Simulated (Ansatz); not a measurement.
## PtC$_{2}$I$_{2}$ in Ansatz, settings compared

Launch command:

```bash
ansatz run input.yaml --threads 1 --pin off --max-ram 2560MiB --backend cpu --events-out ev --progress --plain --runs-dir out
```

The input file (Ansatz 0.2.0, plane waves):

```yaml
crystal:
  lattice:
    - [5.445348, 0.0, 0.0]
    - [-2.722674, 4.715812, 0.0]
    - [0.0, 0.0, 5.29899]
  atoms:
    - { symbol: C, position: [0.0, 0.0, 0.3794] }
    - { symbol: C, position: [0.0, 0.0, 0.6206] }
    - { symbol: Pt, position: [0.0, 0.0, 0.0] }
    - { symbol: I, position: [0.3333, 0.6667, 0.2758] }
    - { symbol: I, position: [0.6667, 0.3333, 0.7242] }
  symmetry: { tolerance: 0.0003 }
kpoints:
  mp_grid: { grid: [4, 4, 4], shift: [0, 0, 0] }
magnetization:
  spin_polarized: false
scf:
  occupations: { method: fermi_dirac, width: 0.0749 }
hamiltonian:
  pseudopotentials: { kind: paw }
  xc: lda
basis:
  ecutwfc: 420
output:
  forces: true
  stress: true
  eigenvalues: true
  write_density: true
  write_potential: true
  elf: true
  volumetric_format: npy
```

Origin of the cell: a known structure type with other elements, at an estimated volume, so it need not be a known compound.

Output of this run (shortened):

```
Warning: the atoms were moved onto the symmetric positions of the space group found under crystal.symmetry.tolerance 3.0e-4 (fractional; no operation is sought that the atoms, as they stand i […]
Pseudopotentials: kind: paw
Pseudopotential: C, paw, valence charge 4, recommended cutoff 420 eV (normal), C.paw.azcp
Pseudopotential: Pt, paw, valence charge 18, recommended cutoff 420 eV (normal), Pt.paw.azcp
Pseudopotential: I, paw, valence charge 17, recommended cutoff 420 eV (normal), I.paw.azcp
Functional definition: SPW92
  exchange = slater_x
  correlation = pw_c
Crystal: 5 atoms, lattice volume = 136.074 Å³
Basis set: ecut = 420 eV, 2651 PW (Γ)
Bands: 36, of which v1, the nominal top of the filled ones, is band 30 counted from 1 (29 counted from 0)
Symmetry: 12 space group operations
Space group: P-3m1 (ITA 164), of the structure as read, at distance tolerance 1.5e-3 Å
k-points: 13 of 64
[… 9 lines left out …]
Initial density: superposition of atomic densities (neutral atoms: chi_scale 0, normalization atom), corrected by the library's trained network
Functional: x = slater, c = lda
SCF iter   1: F=—  HF=-27436.131848 eV  Δρ=1.22e-2  dr2=3.47e-1
SCF iter   2: F=—  HF=-27436.094707 eV  Δρ=5.26e-3  dr2=8.18e-2
SCF iter   3: F=—  HF=-27436.085083 eV  Δρ=2.37e-3  dr2=1.36e-2
SCF iter   4: F=—  HF=-27436.082847 eV  Δρ=5.90e-4  dr2=5.97e-4
SCF iter   5: F=—  HF=-27436.082692 eV  Δρ=9.91e-5  dr2=7.35e-6
SCF iter   6: F=—  HF=-27436.082691 eV  Δρ=4.64e-5  dr2=1.75e-6
SCF iter   7: F=—  HF=-27436.082690 eV  Δρ=2.04e-5  dr2=2.85e-7
SCF iter   8: F=-27436.082690 eV  HF=-27436.082690 eV  Δρ=8.98e-6  dr2=3.89e-8
SCF 1 converged in 8 iterations: F = -27436.082690 eV  dr2 = 3.89e-8
SCF converged after 8 iterations
Free energy (F): -27436.082690 eV
Harris-Foulkes:  -27436.082690 eV  (|F-HF|=7.86e-9)
Internal energy: -27435.946745 eV  (E = F + TS)
E sigma→0 (E₀):  -27436.014718 eV
Entropy (-TS):   -0.135945 eV (-27.189 meV/atom)
Fermi energy:    5.183211 eV
--- Per-component energies (eV) ---
  E_band       = -1225.208351
  E_kinetic    = 1177.536919
  E_local      = -7004.888546  (includes V_loc(G=0)·N_el)
  E_nonlocal   = 89.695946
  E_hartree    = 3158.507653
  E_xc         = -600.311175
  E_vxc        = -665.313592  (∫ρ·V_xc dr)
  E_paw        = -18674.908661  (= ΣΔE_a)
  E_vpaw       = -1139.254109  (= ΣTr[D̂ρ^β])
  E_aug_tail   = 0.000276  (compensation charges beyond the density's cutoff)
  E_ewald      = -5583.731121
  E_core_change = 2.151965  (= ΣΔE_core)
  E_smearing   = -0.135945  (= −TS)
  Σ components = -27436.082690   (vs F -27436.082690, Δ=0.00e0)
--- Forces (eV/Å), atoms counted from 1 ---
  atom   1  C     -0.000000     0.000000    -1.981493
  atom   2  C      0.000000    -0.000000     1.981493
  atom   3  Pt     0.000000     0.000000     0.000000
  atom   4  I     -0.000000     0.000000    -0.335356
  atom   5  I      0.000000     0.000000     0.335356
  max |Σ_I F_I| component: 2.22e-16 eV/Å
--- Stress (GPa, compression-positive) ---
       -5.844602       0.000000      -0.000000
        0.000000      -5.844602       0.000000
       -0.000000       0.000000     -14.274181
  P = ⅓ Tr σ = -8.6545 GPa (-86.545 kbar)
```

The same input was run again with these changes:

1. `scf.initial_density.chi_scale` default → 0.1; `accuracy` default → low
2. `scf.n_extra_bands` default → 2
3. `scf.mixing.algorithm` default → broyden; `scf.mixing.beta` default → 0.05; `scf.mixing.ndim` default → 2; `kpoints.mp_grid.grid` [4, 4, 4] → [3, 3, 3]
4. `hamiltonian.xc` lda → revpbe

```tsv
run	end	SCF iterations	P (GPa)	max force component (eV/Å)	moment (μB)	ΔE(σ→0) (meV/atom)
base	converged	8	-8.65	1.981	–	0
1	converged	10	-8.65	1.981	–	0.00
2	converged	8	-8.65	1.982	–	0.00
3	converged	51	-8.47	2.014	–	11.28
4	converged	8	-3.29	2.051	–	–
```

Energies are compared only where functional, datasets, charge and starting cell are the same.

Not properties of the system: run 3 (too coarse or loose: `kpoints.mp_grid.grid` = [3, 3, 3]).

Caveats of the base run: no moments, though an odd count or open d shells may carry them; no spin-orbit coupling, though heavy elements are present; the k mesh is coarse if the cell is a metal.

Run 4: forces of this functional can be a tenth off on datasets made under PBE.

The base run ran for 5.4 s on 1 thread of Intel(R) Xeon(R) Platinum 8175M CPU @ 2.50GHz (Skylake/Cascade Lake) (shared host), peak memory 0.45 GiB, from the program's own first density.
